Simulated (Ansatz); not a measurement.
An Ansatz (an electronic-structure program) run. Input:

Ansatz 0.2 input:
```yaml
crystal:
  lattice:
    - [0.0, 2.910355185, 2.910355185]
    - [2.910355185, 0.0, 2.910355185]
    - [2.910355185, 2.910355185, 0.0]
  atoms:
    - { symbol: Cu, position: [0.0, 0.0, 0.0] }
    - { symbol: Cu, position: [0.25, 0.25, 0.25] }
    - { symbol: Zn, position: [0.5, 0.5, 0.5] }
    - { symbol: Zn, position: [0.75, 0.75, 0.75] }
kpoints:
  mp_grid: { grid: [12, 12, 12] }
hamiltonian:
  xc: pbesol
  pseudopotentials: { azcp: { folder: ./paw }, kind: paw }
scf:
  occupations: { method: fermi_dirac, width: 0.1 }
phonons:
  method: dfpt
  response_accuracy: low
  eigenvectors: true
  rigid_motions: translations
```

Output (shortened):

```
Pseudopotential: Cu, paw, valence charge 19
Pseudopotential: Zn, paw, valence charge 12
Functional definition: PBEsol
Crystal: 4 atoms, lattice volume = 49.302 Å³
Basis set: ecut = 420 eV, 941 PW (Γ), exchange–correlation on 64×64×64 points (8 copies of the dense FFT grid, shifted against one another)
Bands: 38, of which v1, the nominal top of the filled ones, is band 31 counted from 1 (30 counted from 0)
Symmetry: 48 space group operations
k-points: 163 of 1728 (irreducible under 8 space group operations, time reversal used)
SCF iter   1: F=—  HF=-19743.959069 eV  |F-HF|=—  |Δ(HF+E_count)|=         —  Δρ=3.12e-1  dr2=3.19e1  ethr=3.10e-3  ⟨swp⟩=6.3  Hψ=28757  notcnv=0  defer=62
preconditioner: auto → Kerker (q_TF=auto, 2.835 Å⁻¹)
SCF iter   2: F=—  HF=-19740.489120 eV  |F-HF|=—  |Δ(HF+E_count)|=    3.47e0  Δρ=1.02e-1  dr2=4.28e0  ethr=3.10e-3  ⟨swp⟩=2.0  Hψ=13532  notcnv=0  defer=164
SCF iter   3: F=—  HF=-19739.788115 eV  |F-HF|=—  |Δ(HF+E_count)|=   7.01e-1  Δρ=4.57e-2  dr2=1.02e0  ethr=3.10e-3  ⟨swp⟩=2.0  Hψ=8371  notcnv=0  defer=197
SCF iter   4: F=—  HF=-19739.640819 eV  |F-HF|=—  |Δ(HF+E_count)|=   1.47e-1  Δρ=9.34e-3  dr2=6.92e-2  ethr=1.64e-3  ⟨swp⟩=2.1  Hψ=8376  notcnv=0  defer=199
SCF iter   5: F=—  HF=-19739.653232 eV  |F-HF|=—  |Δ(HF+E_count)|=   1.24e-2  Δρ=6.29e-3  dr2=8.56e-3  ethr=1.12e-4  ⟨swp⟩=2.3  Hψ=10738  notcnv=0  defer=233
SCF iter   6: F=—  HF=-19739.648321 eV  |F-HF|=—  |Δ(HF+E_count)|=   4.91e-3  Δρ=1.26e-3  dr2=4.73e-4  ethr=1.38e-5  ⟨swp⟩=2.1  Hψ=8572  notcnv=0  defer=233
SCF iter   7: F=—  HF=-19739.648969 eV  |F-HF|=—  |Δ(HF+E_count)|=   6.48e-4  Δρ=4.01e-4  dr2=8.92e-5  ethr=7.63e-7  ⟨swp⟩=2.0  Hψ=10696  notcnv=0  defer=233
SCF iter   8: F=—  HF=-19739.648947 eV  |F-HF|=—  |Δ(HF+E_count)|=   2.21e-5  Δρ=1.00e-4  dr2=5.61e-6  ethr=1.44e-7  ⟨swp⟩=1.9  Hψ=7508  notcnv=0  defer=233
SCF iter  14: F=-19739.648947 eV  HF=-19739.648947 eV  |F-HF|=0.00e0  |Δ(HF+E_count)|=  7.28e-12  Δρ=7.82e-8  dr2=1.49e-12  ethr=1.00e-12  ⟨swp⟩=5.0  Hψ=24225  notcnv=0
SCF 1 converged in 14 iterations: F = -19739.648947 eV  dr2 = 1.49e-12
DFPT response loops at Γ: preconditioner auto → Kerker (q_TF=auto, 2.835 Å⁻¹) (partly filled bands, converged f_vac=0.000) …
SCF converged after 14 iterations
Free energy (F): -19739.648947 eV
Harris-Foulkes:  -19739.648947 eV  (|F-HF|=0.00e0)
Internal energy: -19739.616476 eV  (E = F + TS)
E sigma→0 (E₀):  -19739.632711 eV
Entropy (-TS):   -0.032471 eV (-8.118 meV/atom)
Fermi energy:    14.758940 eV
--- Per-component energies (eV) ---
  E_band       = -620.011004
  E_kinetic    = 823.099672
  E_local      = -12834.761521  (includes V_loc(G=0)·N_el)
  E_nonlocal   = 3416.808119
  E_hartree    = 5284.684002
  E_xc         = -295.702700
  E_vxc        = -284.482731  (∫ρ·V_xc dr)
  E_paw        = -7272.061305  (= ΣΔE_a)
  E_vpaw       = -2310.043965  (= ΣTr[D̂ρ^β])
  E_aug_tail   = 0.001379  (compensation charges beyond the density's cutoff)
  E_ewald      = -8863.691240
  E_core_change = 2.007117  (= ΣΔE_core)
  E_smearing   = -0.032471  (= −TS)
  E_closure    = 0.000000  (closes the sum)
  Σ components = -19739.648947   (vs F -19739.648947, Δ=0.00e0)
  [band-id]    e_kinetic+e_local+e_nonlocal+2·e_hartree+e_vxc+e_vpaw+e_augmentation_tail = -620.011041   (vs E_band -620.011004, Δ=-3.70e-5)
--- Band table (eV; the first three rows and the last of 163) ---
  k-point 0: bands = ["-97.8593", "-97.8477", "-55.3978", "-55.3978", "-55.3978", "-55.3613", "-55.3613", "-55.3613", "4.0610", "6.7311", "6.7311", "6.8754", "6.8754", "6.8754", "7.3062", "7.3062", "7.3062", "7.7551", "7.7551", "10.9044", "10.9044", …
  k-point 1: bands = ["-97.8591", "-97.8478", "-55.3980", "-55.3980", "-55.3976", "-55.3615", "-55.3611", "-55.3611", "4.1573", "6.7347", "6.7347", "6.8677", "6.8845", "6.8845", "7.3054", "7.3095", "7.3095", "7.7538", "7.7538", "10.8775", "10.8775", …
  k-point 2: bands = ["-97.8587", "-97.8483", "-55.3986", "-55.3986", "-55.3971", "-55.3621", "-55.3606", "-55.3606", "4.4428", "6.7466", "6.7466", "6.8524", "6.9053", "6.9053", "7.2999", "7.3233", "7.3233", "7.7481", "7.7481", "10.8193", "10.8193", …
  k-point 162: bands = ["-97.8535", "-97.8535", "-55.4038", "-55.4038", "-55.3796", "-55.3796", "-55.3555", "-55.3555", "6.5982", "6.5982", "6.8507", "6.8507", "7.1079", "7.1079", "7.3122", "7.3122", "7.7708", "7.7708", "9.0748", "9.0748", "10.3571", …
--- Phonons (Γ-DFPT): 2 representative perturbations + reference, on 163 of 1728 k-points (Σ response iterations 6) ---
  ASR residual: 3.917e-4 → 0.000e0 eV/Å²; symmetrization residual: 7.938e-5 eV/Å²
  ASR residual per site (eV/Å²): 3.92e-5 3.92e-5 3.92e-4 3.92e-4
  Γ frequencies (cm⁻¹): 0.00 0.00 0.00 154.07 154.07 154.07 157.61 157.61 157.61 213.61 213.61 213.61
  non-analytic LO–TO correction: not included (Born effective charges unavailable; polar crystals: no LO–TO splitting at Γ)
```

Cost: around 90 core-seconds (rough) on shared cores.

Space group Fd-3m. The start of the workflow was typed in or built on a structure type; neither database checked (COD, Materials Project) lists it. It is not the phase usual at ambient conditions (space group No. 221). Symmetry was held in the PBEsol relaxation; its stability against distortions is not shown here. The run is not spin-polarised. As this level gives no gap, phonon frequencies hold no LO–TO term and depend on the k-mesh and smearing (Fermi–Dirac, 0.1 eV here).

Potentials: the earlier of the program's two PAW sets. The files were generated under PBE; for other functionals the program regenerates the frozen cores, and for LDA and PBEsol the local potential too.

Ansatz is a plane-wave DFT program.
